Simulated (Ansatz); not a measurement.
Consider the following.

Li2Al:
```xyz
6
Lattice="2.3109 -4.8103 0.0000 2.3109 4.8103 0.0000 0.0000 0.0000 4.4639" Properties=species:S:1:pos:R:3 pbc="T T T"
Li     2.3109     2.4933     3.3479
Li     2.3109    -2.4933     1.1160
Li     2.3109    -0.8717     3.3479
Li     2.3109     0.8717     1.1160
Al     2.3109    -4.0907     3.3479
Al     2.3109     4.0907     1.1160
```

This is the r²SCAN-relaxed structure.

Problem. All from r²SCAN (plane waves, PAW; program Ansatz), unless another level is named. Estimate the density of states at the Fermi level.

Solution. 0.22 states/eV per atom (mean over ±0.08 eV).

Problem. Predict the formation energy from the elements (no fitted shifts).

Solution. -0.17 eV/atom.

Space group Cmcm. The workflow started from a Materials Project entry (that database holds measured and hypothetical structures alike); the Crystallography Open Database copy checked does not list it. With Li and Al taken as one species the cell has the higher symmetry Im-3m, so it may be an ordered model of a mixed-site phase. Whether it is the stable phase at ambient conditions was not checked. The cell was relaxed with r²SCAN under the symmetry of its start; its stability against distortions is not shown here. The references are the lowest solids computed at this level, not always the standard phases.

Potentials: the later of the program's two PAW sets.
